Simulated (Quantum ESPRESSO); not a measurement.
CsHF$_{2}$ is modelled in the tetragonal space group I4/mcm (No. 140), Pearson symbol tI16. Conventional cell: a = 6.1126 Å, b = 6.1126 Å, c = 7.7777 Å, α = 90.00°, β = 90.00°, γ = 90.00°. H on 4d has 2 F at 1.141 Å and 8 Cs at 3.622 Å. F on 8h is coordinated by 1 H at 1.141 Å and 4 Cs at 3.081 Å. Cs on 4a sees 8 F at 3.081 Å and 8 H at 3.622 Å. (Neighbours: up to the widest gap in distance over summed covalent radii, below 1.35, at either atom; cation-cation contacts left out.)
(The calculation used a cell of 8 atoms; values per cell refer to that cell.)

The geometry is that of Materials Project entry mp-24668, symmetrised and not relaxed again.

What does LDA (Quantum ESPRESSO, PseudoDojo norm-conserving, 84 Ry, no spin-orbit coupling) give for the electronic structure near the Fermi level?

The LDA gap is direct, 6.30 eV at Γ. 

The structure is a Materials Project entry; no match was found in the copy of COD used, and its stability was not checked.
